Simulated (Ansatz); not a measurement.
CdF2:
```xyz
3
Lattice="0.0000 2.6920 2.6920 2.6920 0.0000 2.6920 2.6920 2.6920 0.0000" Properties=species:S:1:pos:R:3 pbc="T T T"
Cd     0.0000     0.0000     0.0000
F      1.3460     1.3460     1.3460
F      4.0379     4.0379     4.0379
```

Relaxed with PBEsol. Special points in fractions of this cell's reciprocal vectors: Γ (0.000, 0.000, 0.000); X (0.500, 0.000, 0.500); U (0.625, 0.250, 0.625); K (0.375, 0.375, 0.750); L (0.500, 0.500, 0.500); W (0.500, 0.250, 0.750).

Task: List the band energies nearest the valence-band maximum at these points for PBEsol in the plane-wave PAW code Ansatz.

Result: In eV from the valence-band maximum; about four levels below and three above (degenerate sets whole), none deeper than 8.9 eV; … stands for higher levels left out; points with the same levels are listed once.

```tsv
k	below	above
Γ	-1.01 -1.01 -1.01 -0.49 -0.49 -0.49	2.94 …
X	-3.02 -3.02 -0.53 -0.09 -0.09	7.92 9.51 …
U	-2.34 -0.98 -0.36 -0.20	7.88 10.60 …
L	-1.89 -1.89 -0.39 -0.39	7.09 8.98 …
W	-1.56 -1.56 -0.62 0.00	7.99 11.30 …
```

Space group Fm-3m (fluorite). Symmetry was held in the PBEsol relaxation. Scalar-relativistic: spin–orbit coupling is off unless named, which matters more the heavier the elements.

Potentials: the later of the program's two PAW sets.
